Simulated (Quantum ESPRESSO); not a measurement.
Ta3Zn2SnGaRu, one run as intended and one with a planted mistake

Computed values, not a measurement. The program is pw.x of Quantum ESPRESSO 7.5 (plane-wave density functional theory). The cell is made up: eight metal atoms on a hexagonal close-packed lattice, with elements, volume, strain and displacements drawn at random and not relaxed, so it may be unstable or far from any real phase. PseudoDojo standard norm-conserving files set the functional (PBE unless stated); there is no spin polarisation or spin-orbit coupling, the Fermi-Dirac width of 0.25 eV means electrons at about 2900 K, and the masses in the input are unused placeholders. The tin pseudopotential is less sure than most, with forces differing by about three percent from a second method on plain tin. Heavy elements are run without spin-orbit coupling, which real alloys of them have. A spin test at this wide smearing found no moment, but such smearing suppresses magnetism that the real alloy may have.

Intended input:

```
&control calculation='scf', pseudo_dir='./dojo.nc.sr.pbe.v0_5.standard.upf', outdir='./o', disk_io='minimal', tprnfor=.true., tstress=.true. /
&system ibrav=0, nat=8, ntyp=5, nbnd=74, ecutwfc=84.00895049, nosym=.true., tot_charge=0,
 occupations='smearing', smearing='fd', degauss=0.0183746611
/
&electrons conv_thr=1.470e-08, electron_maxstep=70, mixing_beta=0.5 /
ATOMIC_SPECIES
Ga 1.0 Ga.upf
Ru 1.0 Ru.upf
Sn 1.0 Sn.upf
Ta 1.0 Ta.upf
Zn 1.0 Zn.upf
CELL_PARAMETERS angstrom
4.4199 -2.5518 0.0
-2.9466 0.0 -4.7265
2.9466 5.1036 0.0
ATOMIC_POSITIONS angstrom
Ta 0.0632 -0.0193 -0.0035
Zn 1.4303 2.5289 0.0471
Zn -0.0186 1.6736 -2.3938
Sn 1.4238 4.1043 -2.2719
Ga 2.9834 -0.0371 0.0773
Ta 4.5203 2.5728 0.0216
Ta 1.4925 -0.8517 -2.4197
Ru 2.9603 1.6355 -2.4095
K_POINTS automatic
5 5 4 1 1 1
```

The log is shortened where brackets say so; the opening notice, blank lines, dates and the lines on written files are dropped, and the path of the files is cut. It prints rydbergs, bohrs and kilobars, and counts compression as positive stress. Its total energy is the free energy E - TS of the whole cell.

Log of the intended run:

```
     Program PWSCF v.7.5
     Parallel version (MPI & OpenMP), running on       4 processor cores
     Number of MPI processes:                 4
     Threads/MPI process:                     1
     [start-up lines left out]
     bravais-lattice index     =            0
     lattice parameter (alat)  =       9.6445  a.u.
     unit-cell volume          =     959.3213 (a.u.)^3
     number of atoms/cell      =            8
     number of atomic types    =            5
     number of electrons       =       122.00
     number of Kohn-Sham states=           74
     kinetic-energy cutoff     =      84.0090  Ry
     charge density cutoff     =     336.0358  Ry
     scf convergence threshold =      1.5E-08
     mixing beta               =       0.5000
     number of iterations used =            8  plain     mixing
     Exchange-correlation= PBE
                           (   1   4   3   4   0   0   0)
     [axes and pseudopotential details left out]
   Cartesian axes
     site n.     atom                  positions (alat units)
         1        Ta     tau(   1) = (   0.0123833  -0.0037816  -0.0006858  )
         2        Zn     tau(   2) = (   0.2802506   0.4955085   0.0092287  )
         3        Zn     tau(   3) = (  -0.0036445   0.3279225  -0.4690373  )
         4        Sn     tau(   4) = (   0.2789770   0.8041898  -0.4451524  )
         5        Ga     tau(   5) = (   0.5845625  -0.0072693   0.0151460  )
         6        Ta     tau(   6) = (   0.8857002   0.5041102   0.0042323  )
         7        Ta     tau(   7) = (   0.2924380  -0.1668807  -0.4741121  )
         8        Ru     tau(   8) = (   0.5800363   0.3204572  -0.4721135  )
     number of k points=    50  Fermi-Dirac smearing, width (Ry)=  0.0184
                       cart. coord. in units 2pi/alat
        k(    1) = (   0.1407287   0.0437504  -0.1957126), wk =   0.0400000
        k(    2) = (   0.2489816   0.2312521  -0.2631998), wk =   0.0400000
     [further k points left out]
     Dense  grid:    99761 G-vectors     FFT dimensions: (  60,  64,  72)
     Estimated max dynamical RAM per process >     380.45 MB
     Estimated total dynamical RAM >       1.41 GB
     Initial potential from superposition of free atoms
     starting charge     121.9920, renormalised to     122.0000
     Starting wfcs are   78 randomized atomic wfcs
     total cpu time spent up to now is        7.8 secs
     per-process dynamical memory:   297.4 Mb
     Self-consistent Calculation
     iteration #  1     ecut=    84.01 Ry     beta= 0.50
     Davidson diagonalization with overlap
     ethr =  1.00E-02,  avg # of iterations =  3.5
     Threshold (ethr) on eigenvalues was too large:
     Diagonalizing with lowered threshold
     Davidson diagonalization with overlap
     ethr =  8.46E-04,  avg # of iterations =  2.0
     total cpu time spent up to now is       42.0 secs
     total energy              =   -1738.95703504 Ry
     estimated scf accuracy    <       1.06595490 Ry
     iteration #  2     ecut=    84.01 Ry     beta= 0.50
     Davidson diagonalization with overlap
     ethr =  8.74E-04,  avg # of iterations =  3.1
     total cpu time spent up to now is       61.2 secs
     total energy              =   -1738.84174272 Ry
     estimated scf accuracy    <       7.21536987 Ry
     [iterations 3 to 11 left out]
     iteration # 12     ecut=    84.01 Ry     beta= 0.50
     Davidson diagonalization with overlap
     ethr =  2.70E-10,  avg # of iterations =  3.3
     total cpu time spent up to now is      230.2 secs
     total energy              =   -1739.48912528 Ry
     estimated scf accuracy    <       0.00000004 Ry
     iteration # 13     ecut=    84.01 Ry     beta= 0.50
     Davidson diagonalization with overlap
     ethr =  2.93E-11,  avg # of iterations =  3.1
     total cpu time spent up to now is      246.8 secs
     End of self-consistent calculation
     [lines on levels left out]
!    total energy              =   -1739.48912529 Ry
     estimated scf accuracy    <          6.2E-09 Ry
     smearing contrib. (-TS)   =      -0.09113514 Ry
     internal energy E=F+TS    =   -1739.39799015 Ry
     The total energy is F=E-TS. E is the sum of the following terms:
     one-electron contribution =    -807.90312391 Ry
     hartree contribution      =     469.06905652 Ry
     xc contribution           =    -298.61203736 Ry
     ewald contribution        =   -1101.95188540 Ry
     convergence has been achieved in  13 iterations
     Forces acting on atoms (cartesian axes, Ry/au):
     atom    1 type  4   force =    -0.01193058   -0.00871776   -0.00951439
     atom    2 type  5   force =     0.02540228   -0.00749422    0.00917412
     atom    3 type  5   force =     0.00861877   -0.00430599    0.00254818
     atom    4 type  3   force =     0.00436459    0.00426758   -0.00760796
     atom    5 type  1   force =     0.00270081    0.01211045   -0.04582230
     atom    6 type  4   force =    -0.02405532   -0.00408416    0.01508907
     atom    7 type  4   force =     0.00093370    0.02660391    0.02214678
     atom    8 type  2   force =    -0.00603425   -0.01837981    0.01398651
     Total force =     0.078323     Total SCF correction =     0.000341
     Computing stress (Cartesian axis) and pressure
          total   stress  (Ry/bohr**3)                   (kbar)     P=      -52.47
  -0.00042990   0.00000632  -0.00015548          -63.24        0.93      -22.87
   0.00000632  -0.00047379   0.00005942            0.93      -69.70        8.74
  -0.00015548   0.00005942  -0.00016637          -22.87        8.74      -24.47
     init_run     :      7.05s CPU      7.30s WALL (       1 calls)
     electrons    :    234.14s CPU    239.01s WALL (       1 calls)
     forces       :      2.36s CPU      2.38s WALL (       1 calls)
     stress       :      8.34s CPU      8.35s WALL (       1 calls)
     [timing details left out]
     PWSCF        :   4m12.42s CPU   4m17.65s WALL
     JOB DONE.
```

A second run has one planted mistake: one atom is of a wrong element. The input lines that differ:

```
- &system ibrav=0, nat=8, ntyp=5, nbnd=74, ecutwfc=84.00895049, nosym=.true., tot_charge=0,
+ &system ibrav=0, nat=8, ntyp=6, nbnd=75, ecutwfc=84.00895049, nosym=.true., tot_charge=0,
+ W 1.0 W.upf
- Ta 4.5203 2.5728 0.0216
+ W 4.5203 2.5728 0.0216
```

Its log:

```
     Program PWSCF v.7.5
     Parallel version (MPI & OpenMP), running on       4 processor cores
     Number of MPI processes:                 4
     Threads/MPI process:                     1
     [start-up lines left out]
     bravais-lattice index     =            0
     lattice parameter (alat)  =       9.6445  a.u.
     unit-cell volume          =     959.3213 (a.u.)^3
     number of atoms/cell      =            8
     number of atomic types    =            6
     number of electrons       =       123.00
     number of Kohn-Sham states=           75
     kinetic-energy cutoff     =      84.0090  Ry
     charge density cutoff     =     336.0358  Ry
     scf convergence threshold =      1.5E-08
     mixing beta               =       0.5000
     number of iterations used =            8  plain     mixing
     Exchange-correlation= PBE
                           (   1   4   3   4   0   0   0)
     [axes and pseudopotential details left out]
   Cartesian axes
     site n.     atom                  positions (alat units)
         1        Ta     tau(   1) = (   0.0123833  -0.0037816  -0.0006858  )
         2        Zn     tau(   2) = (   0.2802506   0.4955085   0.0092287  )
         3        Zn     tau(   3) = (  -0.0036445   0.3279225  -0.4690373  )
         4        Sn     tau(   4) = (   0.2789770   0.8041898  -0.4451524  )
         5        Ga     tau(   5) = (   0.5845625  -0.0072693   0.0151460  )
         6        W      tau(   6) = (   0.8857002   0.5041102   0.0042323  )
         7        Ta     tau(   7) = (   0.2924380  -0.1668807  -0.4741121  )
         8        Ru     tau(   8) = (   0.5800363   0.3204572  -0.4721135  )
     number of k points=    50  Fermi-Dirac smearing, width (Ry)=  0.0184
                       cart. coord. in units 2pi/alat
        k(    1) = (   0.1407287   0.0437504  -0.1957126), wk =   0.0400000
        k(    2) = (   0.2489816   0.2312521  -0.2631998), wk =   0.0400000
     [further k points left out]
     Dense  grid:    99761 G-vectors     FFT dimensions: (  60,  64,  72)
     Estimated max dynamical RAM per process >     390.48 MB
     Estimated total dynamical RAM >       1.45 GB
     Initial potential from superposition of free atoms
     starting charge     122.9924, renormalised to     123.0000
     Starting wfcs are   78 randomized atomic wfcs
     total cpu time spent up to now is        7.6 secs
     per-process dynamical memory:   302.3 Mb
     Self-consistent Calculation
     iteration #  1     ecut=    84.01 Ry     beta= 0.50
     Davidson diagonalization with overlap
     ethr =  1.00E-02,  avg # of iterations =  3.9
     Threshold (ethr) on eigenvalues was too large:
     Diagonalizing with lowered threshold
     Davidson diagonalization with overlap
     ethr =  8.32E-04,  avg # of iterations =  1.9
     total cpu time spent up to now is       41.9 secs
     total energy              =   -1760.39938409 Ry
     estimated scf accuracy    <       1.05708786 Ry
     iteration #  2     ecut=    84.01 Ry     beta= 0.50
     Davidson diagonalization with overlap
     ethr =  8.59E-04,  avg # of iterations =  3.1
     total cpu time spent up to now is       62.0 secs
     total energy              =   -1760.29114933 Ry
     estimated scf accuracy    <       7.33622159 Ry
     [iterations 3 to 10 left out]
     iteration # 11     ecut=    84.01 Ry     beta= 0.50
     Davidson diagonalization with overlap
     ethr =  5.36E-09,  avg # of iterations =  2.1
     total cpu time spent up to now is      209.2 secs
     total energy              =   -1760.92952261 Ry
     estimated scf accuracy    <       0.00000112 Ry
     iteration # 12     ecut=    84.01 Ry     beta= 0.50
     Davidson diagonalization with overlap
     ethr =  9.09E-10,  avg # of iterations =  2.6
     total cpu time spent up to now is      224.4 secs
     End of self-consistent calculation
     [lines on levels left out]
!    total energy              =   -1760.92952271 Ry
     estimated scf accuracy    <       0.00000001 Ry
     smearing contrib. (-TS)   =      -0.09054821 Ry
     internal energy E=F+TS    =   -1760.83897450 Ry
     The total energy is F=E-TS. E is the sum of the following terms:
     one-electron contribution =    -810.43637329 Ry
     hartree contribution      =     470.77586446 Ry
     xc contribution           =    -302.02299689 Ry
     ewald contribution        =   -1119.15546878 Ry
     convergence has been achieved in  12 iterations
     Forces acting on atoms (cartesian axes, Ry/au):
     atom    1 type  4   force =    -0.02529458   -0.02110460   -0.00550670
     atom    2 type  6   force =     0.02507232   -0.00412581    0.00934979
     atom    3 type  6   force =     0.01188623   -0.00223170   -0.00279107
     atom    4 type  3   force =    -0.00237852    0.00186786   -0.00750065
     atom    5 type  1   force =     0.00603787    0.01309176   -0.04568586
     atom    6 type  5   force =    -0.01408990    0.01389363    0.00262842
     atom    7 type  4   force =     0.00482581    0.01603349    0.03297073
     atom    8 type  2   force =    -0.00605924   -0.01742464    0.01653534
     Total force =     0.082114     Total SCF correction =     0.000771
     Computing stress (Cartesian axis) and pressure
          total   stress  (Ry/bohr**3)                   (kbar)     P=      -84.26
  -0.00063033   0.00002971  -0.00009303          -92.72        4.37      -13.68
   0.00002971  -0.00072783   0.00006209            4.37     -107.07        9.13
  -0.00009303   0.00006209  -0.00036013          -13.68        9.13      -52.98
     init_run     :      7.18s CPU      7.45s WALL (       1 calls)
     electrons    :    211.99s CPU    216.83s WALL (       1 calls)
     forces       :      2.46s CPU      2.49s WALL (       1 calls)
     stress       :      8.59s CPU      8.61s WALL (       1 calls)
     [timing details left out]
     PWSCF        :   3m50.42s CPU   3m55.65s WALL
     JOB DONE.
```

```
                                            intended run  run with the mistake
                          free energy (eV)    -23666.955            -23958.667
         entropy term -TS, part of it (eV)        -1.240                -1.232
                            pressure (GPa)         -5.25                 -8.43
size of the largest force component (eV/Å)         1.178                 1.175
largest change of a force component (eV/Å)                               0.462
                                iterations            13                    12
```

For scale, a rerun of the intended cell at a higher cutoff and on a denser mesh moved values by no more than 0.004 eV in energy, 0.04 GPa in stress and 0.006 eV/Å in force, and a second program with other atomic files agreed on that cell to 2 % rms in force and 0.5 GPa in pressure. Files of another functional or element have another zero of energy, so the energy change says nothing on stability. The number of bands, nbnd, was set by rule from the electron count, so it follows the mistake.